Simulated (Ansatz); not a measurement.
BaTiO₃ (Pm-3m), clamped-ion strain scan

The calculation used DFT r2SCAN, scalar-relativistic, plane waves, PAW (Ansatz 0.2.0). Cutoff 500 eV, Γ-centred 8×8×8 k-points, Gaussian smearing of 0.05 eV. No spin polarisation. Energies are free energies at this smearing, counted from the undisturbed cell; pressure is positive in compression.

The starting cell (relaxed at this level; it needn't be the usual structure):

```
Ba Ti O
1.0
     3.99397    0.00000    0.00000
     0.00000    3.99397    0.00000
     0.00000    0.00000    3.99410
Ba Ti O
1 1 3
Direct
  0.00000 0.00000 0.00000
  0.50000 0.50000 0.50000
  0.50000 0.50000 0.00000
  0.50000 0.00000 0.50000
  0.00000 0.50000 0.50000
```

The cell is strained by ε times the Voigt pattern (0, 0, 0, 1, 0, 0) (xx, yy, zz, yz, xz, xy; engineering shear) with fractional coordinates fixed.

| ε | ΔE (meV/atom) |
| --- | --- |
| -0.1500 | 122.0 |
| -0.0750 | 29.9 |
| 0.0000 | 0.0 |
| 0.0375 | 7.4 |
| 0.0562 | 16.7 |
| 0.0937 | 46.8 |
| 0.1125 | 67.8 |
| 0.1312 | 92.8 |

(1) Predict the pressure (GPa) at each point.

Answers

(1)
| ε | pressure (GPa) |
| --- | --- |
| -0.1500 | 2.3 |
| -0.0750 | 0.6 |
| 0.0000 | 0.0 |
| 0.0375 | 0.1 |
| 0.0562 | 0.3 |
| 0.0937 | 0.9 |
| 0.1125 | 1.3 |
| 0.1312 | 1.8 |

Symmetry holds off the tilts and polar distortions that many cubic perovskites undergo.

Cost: 8 runs of about 2.8 core-minutes in all, on Intel Xeon 6975P-C (Granite Rapids) (shared hosts).